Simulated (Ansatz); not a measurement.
SiGeC2 in space group P-4m2 (No. 115; Ge on 1c, Si on 1a, C on 2g) under volume change, PBEsol in the plane-wave PAW code Ansatz, shape and atoms relaxed at each volume.

```csv
V (Å³/atom),E − E(relaxed) (meV/atom),P (GPa)
10.090,67.0,23.26
10.423,28.2,14.30
10.755,6.7,6.61
11.088,0.0,0.00
11.421,6.0,-5.67
11.753,23.0,-10.53
12.086,49.3,-14.69
```

Question: What does a third-order Birch–Murnaghan fit give for V₀, B₀ and B′?

Answer: V₀ = 11.09 Å³/atom, B₀ = 203 GPa, B′ = 4.1.

The start of the workflow was typed in or built on a structure type; neither database checked (COD, Materials Project) lists it. Whether it is the stable phase at ambient conditions was not checked. Symmetry was held in the PBEsol relaxation; whether a distortion lowers the energy is not shown.

Potentials: the later of the program's two PAW sets.
